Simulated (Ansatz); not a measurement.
A geometry of Si2W away from equilibrium: the start of the relaxation of a generated cell, Si2W built in the CrSi2 structure type. Calculation: r2SCAN (plane waves to 500 eV, PAW, scalar-relativistic; Ansatz, a quantum-chemistry and plane-wave program). Γ-centred k-mesh 6×6×4 on the run's cell (coarser than for final values), Fermi–Dirac smearing 0.05 eV.

```xyz
9
Lattice="4.6607 0.0000 0.0000 -2.3303 4.0363 0.0000 0.0000 0.0000 6.7033" Properties=species:S:1:pos:R:3:forces:R:3 pbc="T T T" free_energy=-35031.079 pressure_GPa=-10.2
W      2.3303     0.0000     0.0000    0.0000    0.0000    0.0000
W      1.1652     2.0181     2.2344    0.0000    0.0000    0.0000
W     -1.1652     2.0181     4.4689    0.0000    0.0000    0.0000
Si     0.0000     1.3367     0.0000    0.0000   -0.2206    0.0000
Si     3.5030     0.6684     2.2344    0.1910   -0.1103    0.0000
Si     1.1727     3.3679     4.4689    0.1910    0.1103    0.0000
Si     2.3303     2.6995     0.0000    0.0000    0.2206    0.0000
Si    -1.1727     3.3679     2.2344   -0.1910    0.1103    0.0000
Si     1.1576     0.6684     4.4689   -0.1910   -0.1103    0.0000
```

Positions in Å, forces in eV/Å, free energy of the cell in eV (comparable only within this code, potentials and settings). Largest force: 0.22 eV/Å, on Si4, Si5, Si6, Si7, Si8, Si9 (atoms numbered as listed); the geometry lies 0.02 eV/atom above the end of its relaxation.

No spin polarisation in the result.

The run could not lose the symmetry of its start; a randomly shaken copy of 9 atoms returns to this structure.

The first start was generated by placing the elements on the sites of a structure type. Materials Project lists a structure of Si2W in the same space group, P6₂22 (No. 180); the sites were not compared with it, nor with measured phases. Known forms of Si2W include space group No. 139.
